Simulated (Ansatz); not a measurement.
# SrAl2H2, a database entry at a rescaled volume

```
H Al Sr
1.0
     4.53590    0.00000    0.00000
    -2.26795    3.92820    0.00000
     0.00000    0.00000    4.73246
H Al Sr
2 2 1
Direct
  0.33330 0.66670 0.09760
  0.66670 0.33330 0.90240
  0.33330 0.66670 0.45890
  0.66670 0.33330 0.54110
  0.00000 0.00000 0.00000
```

The numbers come from plane-wave PAW DFT (Ansatz): r2SCAN, no spin polarisation, 500 eV, 9×9×7 Γ-centred k points, fermi-dirac occupations (width 0.0443 eV). Nothing was relaxed.

Question: Give the Bader charges.

Answer: Bader charges in e: Sr +1.46, Al +0.10, H -0.83. In the mean Sr gives up most and H takes most.

Question: What is the formation energy?

Answer: -0.37 eV an atom against the elements' usual phases (free molecules for gases, crystals otherwise, with no correction for O₂ or N₂), so it is bound against them; other compounds may still compete. Relaxing would lower it.

Question: Metal or insulator?

Answer: It is a metal, with about 0.12 states/eV a cell as the mean within 0.25 eV of the Fermi level, mostly Al p (84 %).

Question: Where is the largest force?

Answer: The largest is on H1 (and as large on other atoms): 0.10 eV/Å, components (0.00, 0.00, 0.10). It makes 0° with the line to a nearest neighbour, Al3 at 1.71 Å, pointing towards it.

Question: What does the stress say?

Answer: The pressure is -0.3 GPa (compression positive), so with the atoms held at these fractions the cell is close to zero pressure.

Origin: a database entry at a rescaled volume.
